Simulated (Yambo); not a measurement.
# How GW settings move the gap: NaAlS2O8

G0W0@LDA for NaAlS2O8 (space group C2/m, No. 12) in Yambo. Reference settings: 2×2×2 Γ-centred k mesh, bands 2 to 222 and a 7 Ry block in the screening, 222 bands in G with the Bruneval-Gonze terminator, plasmon pole fitted at 27.2 eV. The LDA gap (-0.5, -0.5, 0) → Γ on this mesh is 5.40 eV; G0W0 gaps are taken between the same points.

```json
[
 {"change from the reference": "reference settings", "G0W0 gap (-0.5, -0.5, 0) → Γ (eV)": "8.56", "shift of the valence edge (eV)": "-1.60", "rough Yambo cost": "1"},
 {"change from the reference": "91 bands in W, 91 bands in G", "G0W0 gap (-0.5, -0.5, 0) → Γ (eV)": "8.81", "shift of the valence edge (eV)": "-1.48", "rough Yambo cost": "about 1/3"},
 {"change from the reference": "exchange cut at 5 Ry", "G0W0 gap (-0.5, -0.5, 0) → Γ (eV)": "7.36", "shift of the valence edge (eV)": "1.92", "rough Yambo cost": "–"},
 {"change from the reference": "exchange cut at 40 Ry", "G0W0 gap (-0.5, -0.5, 0) → Γ (eV)": "8.51", "shift of the valence edge (eV)": "-1.54", "rough Yambo cost": "–"},
 {"change from the reference": "63 bands in W, 63 bands in G, 4 Ry block", "G0W0 gap (-0.5, -0.5, 0) → Γ (eV)": "9.33", "shift of the valence edge (eV)": "-1.66", "rough Yambo cost": "about 1/6"},
 {"change from the reference": "63 bands in W, 63 bands in G, 6 Ry block", "G0W0 gap (-0.5, -0.5, 0) → Γ (eV)": "9.26", "shift of the valence edge (eV)": "-1.55", "rough Yambo cost": "about 1/5"},
 {"change from the reference": "91 bands in W, 91 bands in G, 2 Ry block", "G0W0 gap (-0.5, -0.5, 0) → Γ (eV)": "9.31", "shift of the valence edge (eV)": "-2.02", "rough Yambo cost": "about 1/4"},
 {"change from the reference": "129 bands in W, 129 bands in G, 4 Ry block", "G0W0 gap (-0.5, -0.5, 0) → Γ (eV)": "8.66", "shift of the valence edge (eV)": "-1.57", "rough Yambo cost": "about 1/2"},
 {"change from the reference": "129 bands in W, 129 bands in G, 2 Ry block", "G0W0 gap (-0.5, -0.5, 0) → Γ (eV)": "9.14", "shift of the valence edge (eV)": "-2.01", "rough Yambo cost": "about 1/2"},
 {"change from the reference": "175 bands in W, 175 bands in G, 4 Ry block", "G0W0 gap (-0.5, -0.5, 0) → Γ (eV)": "8.57", "shift of the valence edge (eV)": "-1.60", "rough Yambo cost": "within a factor of two"},
 {"change from the reference": "3 Ry block", "G0W0 gap (-0.5, -0.5, 0) → Γ (eV)": "8.62", "shift of the valence edge (eV)": "-1.69", "rough Yambo cost": "within a factor of two"},
 {"change from the reference": "4 Ry block", "G0W0 gap (-0.5, -0.5, 0) → Γ (eV)": "8.54", "shift of the valence edge (eV)": "-1.62", "rough Yambo cost": "within a factor of two"},
 {"change from the reference": "129 bands in W, 129 bands in G, no terminator", "G0W0 gap (-0.5, -0.5, 0) → Γ (eV)": "8.52", "shift of the valence edge (eV)": "-1.17", "rough Yambo cost": "within a factor of two"},
 {"change from the reference": "3 Ry block, no terminator", "G0W0 gap (-0.5, -0.5, 0) → Γ (eV)": "8.60", "shift of the valence edge (eV)": "-1.60", "rough Yambo cost": "within a factor of two"},
 {"change from the reference": "175 bands in W, 175 bands in G, no terminator", "G0W0 gap (-0.5, -0.5, 0) → Γ (eV)": "8.49", "shift of the valence edge (eV)": "-1.29", "rough Yambo cost": "within a factor of two"}
]
```

The reference isn't shown to be the converged limit. Costs are rough (shared machines), scaled to the same edge states, and given only for runs that recompute the screening.

Geometry of the Materials Project entry, not relaxed at this level; primitive cell a = 4.7108 Å, b = 4.7108 Å, c = 7.3088 Å, α = 92.54°, β = 92.54°, γ = 65.06°.

The structure is a Materials Project entry; no match was found in the copy of COD used, and its stability was not checked.

A shift is the quasiparticle energy of the state minus its LDA energy.
